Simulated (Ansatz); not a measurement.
# Si2Mo with and without relativity

```
CELL_PARAMETERS angstrom
-1.60842 1.60842 3.93657
1.60842 -1.60842 3.93657
1.60842 1.60842 -3.93657
ATOMIC_POSITIONS crystal
Si 0.33510 0.33510 0.00000
Si 0.66490 0.66490 0.00000
Mo 0.00000 0.00000 0.00000
```

The cell comes from a relaxation on PAW files under the same functional, begun from a database entry that needn't be the ground state.

All-electron LAPW in Ansatz 0.2.0 under PBE, with a Γ-centred 16×16×16 k mesh, Fermi–Dirac smearing of 0.05 eV, no spin polarisation. The basis error target is 0.5 meV/atom. The same cell is solved at each level of relativity (Schrödinger's equation, the scalar-relativistic one, Dirac's), and each level may then relax the cell.

The elements are taken as Mo bcc, Si diamond, each relaxed on PAW files under the same functional and computed by the same method as the compound; zero-point and thermal terms are left out. Formation energies keep the scalar-relativistic cells of compound and elements, so at the other levels neither side is at rest.

```csv
level,P at the cell (GPa),gap (eV),ΔE(formation) at the fixed cells (eV/atom),relaxed V (Å³/atom)
scalar-relativistic,0.04,0.00,-0.493,13.58
non-relativistic,?,0.00,?,13.68
with spin–orbit coupling,0.04,0.00,-0.491,–
```

Give the missing entry: row "non-relativistic", column "ΔE(formation) at the fixed cells (eV/atom)".

-0.548.

Give the missing entry: row "non-relativistic", column "P at the cell (GPa)".

1.55.

Does scalar relativity shrink or swell this crystal?

It shrinks it by 0.7 % in volume against the non-relativistic cell.

How do the Löwdin populations move when relativity is switched off?

Mo 4d 5.70 → 5.75 electrons an atom. The projections hold only the shells that the free atoms fill, so charge of other character is partly counted to these shells and partly left out.
